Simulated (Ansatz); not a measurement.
14N nuclear quadrupole resonance in Ba3AlN3

Cell: a computed structure from the Materials Project (it need not be an observed phase), taken as it stands.

Space group P6_3/m (No. 176); a = 8.3847, c = 5.6100 Å, γ = 120.00°.

| site | Wyckoff | site symmetry | x | y | z |
| --- | --- | --- | --- | --- | --- |
| Ba | 6h | m.. | 0.9423 | 0.6367 | 0.2500 |
| Al | 2c | -6.. | 0.6667 | 0.3333 | 0.7500 |
| N | 6h | m.. | 0.8754 | 0.5657 | 0.7500 |

One atom of each set is listed.

Method: Kohn–Sham DFT in Ansatz, r2SCAN, plane waves and PAW, scalar-relativistic, 500 eV cutoff, Γ-centred 4×4×5 k-points, Fermi–Dirac smearing 0.02 eV.

14N: I = 1, Q = 20.44 mb (year-2017 value). Static lattice, zero field.

Q: The simulated lines lie at 0.193, 0.620, 0.813 MHz. What are |C_Q|, η and |V_zz| at N?

A: For I = 1 the lines are ν± = (3/4)|C_Q|(1 ± η/3) and ν₀ = |C_Q|η/2. Here |C_Q| = 0.956 MHz, η = 0.40 and |V_zz| = 1.93 × 10²¹ V/m². The calculation gives V_zz negative; the lines don't show the sign. The site has 1 Al at 1.86 Å; also 4 Ba at 2.71–2.86 Å.
